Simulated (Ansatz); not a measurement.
One crystal and one scan (scan of one atom of the cell) at two levels, r2SCAN (plane waves to 500 eV, PAW, scalar-relativistic; Ansatz, an electronic-structure program) and PBE (plane waves to 420 eV, PAW, scalar-relativistic; Ansatz), each from its own relaxed cell and on its own mesh. The cell shown is that of r2SCAN.

Relaxed CdTe (zinc blende):

```
CELL_PARAMETERS angstrom
      0.00000     3.27881     3.27881
      3.27881     0.00000     3.27881
      3.27881     3.27881     0.00000
ATOMIC_POSITIONS crystal
  Te 0.75000 0.75000 0.75000
  Cd 0.00000 0.00000 0.00000
```

Scan: atom 1 (Te, nearest neighbour Cd at 2.840 Å; its periodic images, 4.6 Å or more away, move with it) is displaced along Cartesian [111], direction (0.577, 0.577, 0.577) in Cartesian axes, by s. The other atoms stay.

Energies are smeared free energies. CdTe was relaxed with its symmetry unable to fall. Spin-orbit coupling is left out, though Te is heavy. (PBE) Left out: 1 of 11 points, with atoms too close for the PAW data. (r2SCAN) Left out: 1 of 11 points, with atoms too close for the PAW data. Percentages come from the unrounded values.

Results of r2SCAN:

- Lattice constant a (Å): 6.558
- Force constant k = d²E/ds² at s = 0 (finite differences) (eV/Å²): 4.05
- Zone-centre optical wavenumber from k (transverse: no LO-TO term) (cm⁻¹): 136
- Shape of the curve: a single well with its minimum at or next to zero displacement

**Question.** What does PBE give for the same quantities?

**Answer.** 
```tsv
quantity	PBE	r2SCAN − PBE
Lattice constant a (Å)	6.618	-0.060 (-0.9 %)
Force constant k = d²E/ds² at s = 0 (finite differences) (eV/Å²)	3.71	+0.34 (+9.3 %)
Zone-centre optical wavenumber from k (transverse: no LO-TO term) (cm⁻¹)	130	+6 (+5 %)
```

r2SCAN gives the higher value for: force constant k = d²E/ds² at s = 0; zone-centre optical wavenumber from k. r2SCAN gives the lower value for: lattice constant a. Both give the same shape of the curve: a single well with its minimum at or next to zero displacement.

(For displaced atoms, the force is minus the slope of the energy, and its curvature is a force constant, which sets phonon frequencies.)
